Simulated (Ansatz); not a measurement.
## Stress against strain in YTe

```yaml
crystal:
  lattice:
    - [0.00000, 3.04750, 3.04750]
    - [3.04750, 0.00000, 3.04750]
    - [3.04750, 3.04750, 0.00000]
  atoms:
    - { symbol: Y, position: [0.00000, 0.00000, 0.00000] }
    - { symbol: Te, position: [0.50000, 0.50000, 0.50000] }
```

Atoms are numbered in the order listed.

The cell is COD entry 9008769, as deposited and not checked against the literature; nothing was relaxed.

Spin polarisation is left out, and whether a magnetic state lies lower isn't shown here.

Spin–orbit coupling is left out, though it moves levels of the heavy atoms by tenths of an eV or more.

The calculation used DFT, PBEsol, all-electron LAPW, scalar-relativistic (Ansatz 0.2.0).

Settings: a Γ-centred 12×12×12 k mesh, Fermi–Dirac smearing of 0.05 eV, basis error target 0.5 meV/atom, no spin polarisation.

The strain is applied along the Cartesian axes of the cell as listed (the other components stay zero). Fractional coordinates are held (clamped ions).

σ is the change of stress from the unstrained cell, which is at -0.50 GPa; tension is positive, so slopes are stress–strain coefficients at that pressure. In a metal the k mesh adds noise.

Only quantities that a quadratic follows smoothly over the whole series are listed; rougher ones are left out.

| εzz | σzz (GPa) | σxx (GPa) |
| --- | --- | --- |
| -0.0200 | -4.00 | -0.24 |
| 0.0000 | 0.00 | 0.00 |
| 0.0100 | 1.66 | 0.11 |
| 0.0200 | 3.11 | 0.23 |

(1) Fit the series and read off the stiffness at zero strain.

(2) One run, at εzz = -0.0100, is withheld. Predict its row.

Answers

(1) Least-squares fits y = p0 + p1 x + p2 x² to the rows give σzz (GPa): p1 = 178, p2 = -1100; σxx (GPa): p1 = 11.7, p2 = -6.8. So C11 = 178 GPa and C12 = 12 GPa, which gives B = (C11 + 2 C12)/3 = 67 GPa.

(2) The fits give -1.89, -0.12; the run gave -1.88, -0.12.
